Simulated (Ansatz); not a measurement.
A generated cell, in the space group of a known form (sites not compared), of YRh$_{5}$: P6/mmm (No. 191), hP6; a = 5.152 Å, b = 5.152 Å, c = 4.267 Å, α = 90.00°, β = 90.00°, γ = 120.00°; Y 1a (0.000, 0.000, 0.000); Rh 2c (0.333, 0.667, 0.000); Rh 3g (0.500, 0.500, 0.500). Level of theory: PBEsol (plane waves to 420 eV, PAW, scalar-relativistic; Ansatz, a quantum-chemistry and plane-wave program). Element references, the lowest calculated here: Y (R-3m, not the ambient form), Rh (Fm-3m).

Q: Give the formation energy of this P6/mmm form of YRh5 from the elements at the level PBEsol.

A: -0.26 eV/atom.

A lower structure of this composition may exist.

Static energies, no anion corrections, no zero-point energy. Values are rounded to 0.01 eV/atom. Not shown to be the ambient phase of their composition (a lower form may be missing, and a cell relaxed within its start's symmetry can be a saddle point): YRh5 (P6/mmm). The compounds carry no spin polarisation.
